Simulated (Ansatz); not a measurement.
# Sn4As: rattling a relaxed structure

It was reached by relaxing an invented guess, and it needn't be the stable form of this composition.

Computed with Ansatz 0.2.0, DFT PBE, scalar-relativistic, plane waves, PAW. Cutoff 420 eV; k points 8×8×8 on the computed 5-atom cell (Γ-centred); Gaussian smearing, width 0.10 eV; no spin polarisation.

The cell below (5 atoms, space group Im-3m (No. 229)) is relaxed within its symmetry.

```yaml
crystal:
  lattice:
    - [-3.37717, 3.37717, 3.37717]
    - [3.37717, -3.37717, 3.37717]
    - [3.37717, 3.37717, -3.37717]
  atoms:
    - { symbol: Sn, position: [0.00000, 0.00000, 0.50000] }
    - { symbol: Sn, position: [0.50000, 0.00000, 0.00000] }
    - { symbol: Sn, position: [0.50000, 0.50000, 0.50000] }
    - { symbol: Sn, position: [0.00000, 0.50000, 0.00000] }
    - { symbol: As, position: [0.00000, 0.00000, 0.00000] }
```

For the test a repeat of it with 10 atoms (edges 5.85, 5.85, 9.55 Å) was strained at random (σ = 1.5 % a component), the atoms were moved at random (σ = 0.15 Å), and all was relaxed again on a coarse 4×4×2 mesh (in the run’s order of axes) with 0.20 eV smearing, with no symmetry imposed.

The cell is a metal run without spin; a magnetic state may lie lower.

Task: What happens?

Result: It doesn't return. The energy falls by 127 meV/atom on that mesh, the volume changes by -2.3 %, and the end has space group Fmm2 (No. 42) at a loose tolerance. Relaxed again on an 8×8×8 mesh with 0.10 eV smearing, the new structure lies 86 meV/atom below the first (mesh in the axes of the run's cell; the cell below is made exact in the group named). Space group I4mm (No. 107), tetragonal, a = 6.990 Å, c = 6.174 Å. Sn is surrounded by 1 As at 2.89 Å, 4 Sn at 3.01–3.16 Å and 1 As at 3.23 Å; As is surrounded by 4 Sn at 2.89 Å and 4 Sn at 3.23 Å.

```
Sn As
1.0
    -3.49488    3.49488    3.08690
     3.49488   -3.49488    3.08690
     3.49488    3.49488   -3.08690
Sn As
4 1
Cartesian
  1.5063 -1.5063 1.7208
  -1.5063 1.5063 1.7208
  1.5063 1.5063 1.7208
  1.9886 1.9886 -1.3661
  0.0000 0.0000 5.4631
```
